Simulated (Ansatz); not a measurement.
Here is the system:

Starting cell, LiF (rock salt):

```xyz
4
Lattice="0.0000 3.9902 3.9902 1.9951 1.9951 3.9902 1.9951 1.9951 0.0000" Properties=species:S:1:pos:R:3 pbc="T T T"
F      0.0000     0.0000     0.0000
F      1.9951     3.9902     5.9853
Li     1.9951     5.9853     5.9853
Li     1.9951     3.9902     3.9902
```

A phonon eigenvector at X = (0.5, 0.5, 0.0) is frozen into this cell: atom i moves by Q times the vector below, so Q is the largest atomic displacement, in Å. The cell is held. It is one choice among 2 degenerate patterns. (q is in reciprocal vectors of the primitive cell; the cell shown is doubled to hold the pattern.)

```
atom      x       y      z
----  -----  ------  -----
F1    0.000  -0.229  0.000
F2    0.000   0.229  0.000
Li3   0.000  -1.000  0.000
Li4   0.000   1.000  0.000
```

These are r2SCAN (plane waves to 500 eV, PAW, scalar-relativistic; Ansatz, a first-principles code) values and carry that method's errors. k mesh 14×14×14 (Γ-centred), Fermi-Dirac smearing 0.05 eV. The energy includes the smearing's −TS. LiF was relaxed with its symmetry unable to fall. ΔE is measured from the undisplaced structure.

The scan covers Q from -0.180 to 0.180 Å in 13 points.

Problem. Which space group does the distorted structure have?

Solution. Cmcm (No. 63), lowered from Fm-3m.

Problem. What is the energy change at Q = 0.180 Å?

Solution. 141.8 meV/cell.

Problem. What harmonic wavenumber does the curvature at Q = 0 give?

Solution. 355 cm⁻¹.

(A displaced cell: forces are minus the slopes of the energy, force constants its curvatures, and phonons follow from these.)
